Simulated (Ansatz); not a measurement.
Ansatz (a program for electronic structure) input:

Ansatz 0.2 input:
```yaml
crystal:
  lattice:
    - [3.4629341506, 0.0, 0.0]
    - [0.0, 3.4629341506, 0.0]
    - [0.0, 0.0, 3.4629341506]
  atoms:
    - { symbol: Y, position: [0.0, 0.0, 0.0] }
    - { symbol: Cu, position: [0.5, 0.5, 0.5] }
kpoints:
  mp_grid: { grid: [12, 12, 12] }
hamiltonian:
  xc: r2scan
  pseudopotentials: { kind: paw }
scf:
  occupations: { method: fermi_dirac, width: 0.1 }
phonons:
  method: dfpt
  response_accuracy: low
  eigenvectors: true
  rigid_motions: translations
```

Output (shortened):

```
Pseudopotential: Y, paw, valence charge 11
Pseudopotential: Cu, paw, valence charge 19
Functional definition: r2SCAN
Crystal: 2 atoms, lattice volume = 41.527 Å³
Basis set: ecut = 500 eV, 1021 PW (Γ), exchange–correlation on 135×135×135 points (125 copies of the dense FFT grid, shifted against one another)
Bands: 19, of which v1, the nominal top of the filled ones, is band 15 counted from 1 (14 counted from 0)
Symmetry: 48 space group operations
k-points: 196 of 1728 (irreducible under 8 space group operations, time reversal used)
SCF iter   1: F=—  HF=-10491.449923 eV  |F-HF|=—  |Δ(HF+E_count)|=         —  Δρ=2.81e-2  dr2=2.62e-1  dr2_τ=4.93e-3  ethr=1.77e-3  ⟨swp⟩=5.3  Hψ=15156  notcnv=0
preconditioner: auto → Kerker (q_TF=auto, 2.584 Å⁻¹)
SCF iter   2: F=—  HF=-10491.484462 eV  |F-HF|=—  |Δ(HF+E_count)|=   3.45e-2  Δρ=2.33e-2  dr2=1.14e-1  dr2_τ=2.03e-3  ethr=8.74e-4  ⟨swp⟩=2.0  Hψ=7314  notcnv=0
SCF iter   3: F=—  HF=-10491.454259 eV  |F-HF|=—  |Δ(HF+E_count)|=   3.02e-2  Δρ=6.55e-3  dr2=2.72e-2  dr2_τ=7.90e-5  ethr=3.79e-4  ⟨swp⟩=2.0  Hψ=5800  notcnv=0
SCF iter   4: F=—  HF=-10491.448896 eV  |F-HF|=—  |Δ(HF+E_count)|=   5.36e-3  Δρ=3.16e-3  dr2=2.27e-3  dr2_τ=1.14e-4  ethr=9.06e-5  ⟨swp⟩=1.0  Hψ=5294  notcnv=0
SCF iter   5: F=—  HF=-10491.449394 eV  |F-HF|=—  |Δ(HF+E_count)|=   4.98e-4  Δρ=9.69e-4  dr2=8.85e-4  dr2_τ=3.41e-6  ethr=7.57e-6  ⟨swp⟩=2.0  Hψ=4854  notcnv=0
SCF iter   6: F=—  HF=-10491.449344 eV  |F-HF|=—  |Δ(HF+E_count)|=   5.04e-5  Δρ=7.36e-4  dr2=3.32e-4  dr2_τ=1.16e-6  ethr=2.95e-6  ⟨swp⟩=2.1  Hψ=4998  notcnv=0
SCF iter   7: F=—  HF=-10491.449304 eV  |F-HF|=—  |Δ(HF+E_count)|=   3.95e-5  Δρ=1.53e-4  dr2=1.69e-5  dr2_τ=2.07e-7  ethr=1.11e-6  ⟨swp⟩=1.7  Hψ=4211  notcnv=0
SCF iter   8: F=—  HF=-10491.449302 eV  |F-HF|=—  |Δ(HF+E_count)|=   1.84e-6  Δρ=3.78e-5  dr2=9.06e-7  dr2_τ=1.16e-8  ethr=5.63e-8  ⟨swp⟩=1.9  Hψ=4593  notcnv=0
SCF iter  12: F=-10491.449304 eV  HF=-10491.449304 eV  |F-HF|=1.82e-12  |Δ(HF+E_count)|=  2.18e-11  Δρ=1.19e-7  dr2=3.50e-12  dr2_τ=3.27e-14  ethr=1.00e-12  ⟨swp⟩=4.1  Hψ=17236  notcnv=0
SCF 1 converged in 12 iterations: F = -10491.449304 eV  dr2 = 3.50e-12
DFPT response loops at Γ: preconditioner auto → Kerker (q_TF=auto, 2.584 Å⁻¹) (partly filled bands, converged f_vac=0.000) …
SCF converged after 12 iterations
Free energy (F): -10491.449304 eV
Harris-Foulkes:  -10491.449304 eV  (|F-HF|=1.82e-12)
Internal energy: -10491.414220 eV  (E = F + TS)
E sigma→0 (E₀):  -10491.431762 eV
Entropy (-TS):   -0.035084 eV (-17.542 meV/atom)
Fermi energy:    12.376595 eV
--- Per-component energies (eV) ---
  E_band       = -568.617704
  E_kinetic    = 604.595731
  E_local      = -5702.409843  (includes V_loc(G=0)·N_el)
  E_nonlocal   = 441.252223
  E_hartree    = 2474.913411
  E_xc         = -251.854910
  E_vxc        = -347.342901  (∫ρ·V_xc dr)
  E_paw        = -4517.174386  (= ΣΔE_a)
  E_vpaw       = -536.046180  (= ΣTr[D̂ρ^β])
  E_aug_tail   = 0.000151  (compensation charges beyond the density's cutoff)
  E_vtau       = 21.506457  (kinetic-family band-sum trace: ∫τ·v_τ [+ j·A + Jᵃ·Aᵃ] dr)
  E_ewald      = -3540.281535
  E_core_change = -0.455061  (= ΣΔE_core)
  E_smearing   = -0.035084  (= −TS)
  E_closure    =  0.000000  (closes the sum)
  Σ components = -10491.449304   (vs F -10491.449304, Δ=0.00e0)
  [band-id]    e_kinetic+e_local+e_nonlocal+2·e_hartree+e_vxc+e_vpaw+e_augmentation_tail+e_vtau = -568.617542   (vs E_band -568.617704, Δ=1.62e-4)
--- Band table (eV; the first three rows and the last of 196) ---
  k-point 0: bands = ["-104.3172", "-60.1256", "-60.1256", "-60.1256", "-31.8887", "-11.0358", "-11.0358", "-11.0358", "5.5127", "8.6229", "8.6229", "9.3891", "9.3891", "9.3891", "13.0397", "13.0397", "17.4215", "17.4215", "17.4215"]
  k-point 1: bands = ["-104.3172", "-60.1256", "-60.1256", "-60.1256", "-31.8863", "-11.0678", "-11.0331", "-11.0331", "5.6322", "8.6475", "8.6581", "9.3844", "9.3844", "9.3942", "13.0364", "13.0364", "16.8429", "16.8429", "17.4210"]
  k-point 2: bands = ["-104.3172", "-60.1258", "-60.1255", "-60.1255", "-31.8797", "-11.1541", "-11.0257", "-11.0257", "5.9804", "8.7159", "8.7518", "9.3719", "9.3719", "9.4083", "12.9310", "13.0269", "16.0131", "16.0131", "17.4197"]
  k-point 195: bands = ["-104.3171", "-60.1265", "-60.1265", "-60.1265", "-31.7845", "-11.3563", "-11.3563", "-11.3563", "9.1284", "9.1284", "9.1284", "9.6980", "9.6980", "10.5739", "10.5739", "10.5739", "14.0560", "18.8730", "18.8730"]
--- Phonons (Γ-DFPT): 2 representative perturbations + reference, on 196 of 1728 k-points (Σ response iterations 12) ---
  ASR residual: 3.464e-4 → 0.000e0 eV/Å²; symmetrization residual: 1.134e-4 eV/Å²
  ASR residual per site (eV/Å²): 3.32e-4 3.46e-4
  Γ frequencies (cm⁻¹): 0.00 0.00 0.00 145.38 145.38 145.38
  non-analytic LO–TO correction: not included (Born effective charges unavailable; polar crystals: no LO–TO splitting at Γ)
```

Cost: around 110 core-seconds (rough) on shared cores.

Space group Pm-3m (CsCl type). The first step of the workflow began from a Materials Project structure, measured or hypothetical; the Crystallography Open Database copy checked does not list it. With Y and Cu taken as one species the cell has the higher symmetry Im-3m, so it may be an ordered model of a mixed-site phase. Its standing as an ambient phase is unchecked. Symmetry was held in the r²SCAN relaxation; of distortions, only those at the zone centre were tested. The run is not spin-polarised. As this level gives no gap, phonon frequencies hold no LO–TO term and depend on the k-mesh and smearing (Fermi–Dirac, 0.1 eV here). Scalar-relativistic: spin–orbit coupling is off unless named, which matters more the heavier the elements.

Potentials: the later of the program's two PAW sets.

Ansatz is a plane-wave DFT program.
